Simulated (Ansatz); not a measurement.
Relaxed-ion elastic tensor of Si₃Ge in space group P-4m2 (No. 115; Si on 2g, Si on 1a, Ge on 1c) in GPa (Voigt order), plane-wave PAW r²SCAN (Ansatz code); density 3.14 g/cm³, 20.72 Å³ per atom.

|  | 1 | 2 | 3 | 4 | 5 | 6 |
|---|---|---|---|---|---|---|
| 1 | 188 | 28.4 | 57.0 | 0.0 | 0.0 | 0.0 |
| 2 | 28.4 | 188 | 57.0 | 0.0 | 0.0 | 0.0 |
| 3 | 57.0 | 57.0 | 158 | 0.0 | 0.0 | 0.0 |
| 4 | 0.0 | 0.0 | 0.0 | 78.9 | 0.0 | 0.0 |
| 5 | 0.0 | 0.0 | 0.0 | 0.0 | 78.9 | 0.0 |
| 6 | 0.0 | 0.0 | 0.0 | 0.0 | 0.0 | 50.8 |

Is the crystal mechanically stable?

Yes: the smallest eigenvalue of C is 50.8 GPa.

Work out the Voigt, Reuss and Hill averages.

K_V = 90.9, K_R = 90.9, K_H = 90.9; G_V = 67.8, G_R = 64.7, G_H = 66.2 GPa.

Give Young's modulus, Poisson's ratio, Pugh's ratio and the universal anisotropy index.

E = 9KG/(3K + G) = 160 GPa; ν = 0.21; K/G = 1.37 (brittle by the Pugh limit of 1.75); A_U = 5G_V/G_R + K_V/K_R − 6 = 0.24.

Estimate the sound speeds and the Debye temperature.

v_l = √((K + 4G/3)/ρ) = 7550 m/s, v_t = √(G/ρ) = 4590 m/s, mean 5070 m/s; Θ = (h/k)(3n/4πV)^(1/3) v_m = 550 K.

Solve the Christoffel equation for the three sound speeds along x, y, z.

Eigenvalues of C_ijkl n_j n_l equal ρv² (piezoelectric stiffening left out). In km/s, slowest first: x 4.02, 5.01, 7.73; y 4.02, 5.01, 7.73; z 5.01, 5.01, 7.08.

How much does each axis shrink under pressure?

Linear compressibilities β_i = Σ_j S_ij (j = 1 to 3): x 3.6, y 3.6, z 3.7 per TPa.

The start of the workflow was typed in or built on a structure type; neither database checked (COD, Materials Project) lists it. Whether it is the stable phase at ambient conditions was not checked. The r²SCAN relaxation kept the symmetry of its start; its stability against distortions is not shown here.

Potentials: the later of the program's two PAW sets.
